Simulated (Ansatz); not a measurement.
## MoS₂ at a changed volume: Quadrupolar parameters

The cell is an entry of the Crystallography Open Database (COD), relaxed with PBE at fixed cell and then changed (volume scaled by 0.96, ions relaxed).

Space group P6_3/mmc (No. 194); a = 3.0976, c = 12.3607 Å, γ = 120.00°.

| site | Wyckoff | site symmetry | x | y | z |
| --- | --- | --- | --- | --- | --- |
| Mo | 2c | -6m2 | 0.3333 | 0.6667 | 0.2500 |
| S | 4f | 3m. | 0.3333 | 0.6667 | 0.6217 |

One atom of each set is listed.

Computed with Ansatz: DFT, PBE, plane waves and PAW, scalar-relativistic, collinear spin, 420 eV cutoff, Γ-centred 16×16×4 k-points, Fermi–Dirac smearing 0.02 eV. Start moments as typed (μB): 2 on each Mo, none on the rest.

C_Q = eQV_zz/h, which is 24.18 MHz for Q = 1 b and V_zz = 10²¹ V/m²; η = (V_xx − V_yy)/V_zz.

95Mo: I = 5/2, Q = -22.00 mb; ³³S: I = 3/2, Q = -69.40 mb. Nuclear quadrupole moments: year-2017 set (Pyykkö).

```csv
site,atoms,first shell,"V_xx, V_yy, V_zz (10²¹ V/m²)",η,C_Q (MHz)
Mo,2,6 S at 2.39 Å,"3.29, 3.29, -6.57",0.00,3.50
S,4,3 Mo at 2.39 Å,"2.44, 2.44, -4.88",0.00,8.20
```

An axis of threefold or higher order runs through Mo and S, so V_zz lies along it and η is zero.

Without spin–orbit coupling (the program notes it for Mo) the gradients can shift somewhat, as the gap is small. At this changed cell the PBE pressure is 7 GPa. The start moments die out, and the run ends without spin.
